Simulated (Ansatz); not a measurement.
**MnIr: computed property card**

MnIr:
```
CELL_PARAMETERS angstrom
      3.77727     0.00000     0.00000
      0.00000     3.77727     0.00000
      0.00000     0.00000     3.60009
ATOMIC_POSITIONS crystal
  Mn 0.50000 0.50000 0.50000
  Ir 0.00000 0.50000 0.00000
  Mn 0.00000 0.00000 0.50000
  Ir 0.50000 0.00000 0.00000
```
The run is spin-polarised; directions of the spins, atom by atom: ↑ 0 ↓ 0.

Space group P4/mmm (No. 123); conventional cell a = b = 2.6709 Å, c = 3.6001 Å, α = β = γ = 90.00°.

Method: PBEsol (plane waves, PAW; program Ansatz). The cell and atoms are relaxed at this level. Other levels are named where they apply.

### Cell and energy

* **Volume per atom**: 12.84 Å³
* **Density**: 15.98 g/cm³
* **Formation energy from the elements (no fitted shifts)**: -270 meV/atom

### Electronic structure

* **Electronic character**: metallic (no gap)
* **Density of states at the Fermi level**: 0.40 states/eV per atom (mean over ±0.08 eV)

### Magnetism

Magnetic order: antiferromagnetic
Net moment: 0.00 μB per atom

### Mechanics

- Bulk modulus (Birch–Murnaghan fit): 268 GPa
- Pressure derivative B′: 5.0

The workflow started from an entry of the Crystallography Open Database (COD). Whether it is the stable phase at ambient conditions was not checked. The PBEsol relaxation kept the symmetry of its start, as lowered by the spin order; its stability against distortions is not shown here. Magnetic state: antiferromagnetic, chosen from 5 collinear starts compared on coarse meshes (ties went to the first, and starts can fall back to one state), not a proven ground state. Point labels and valley counts follow the cell and symmetry of the run, lower than the named group. Axis ratios of metals converge slowly with the k-mesh, so a and c are less sure than the volume. The references are the lowest solids computed at this level, not always the standard phases. Scalar-relativistic: spin–orbit coupling is off unless named, which matters more the heavier the elements.

Potentials: the later of the program's two PAW sets.
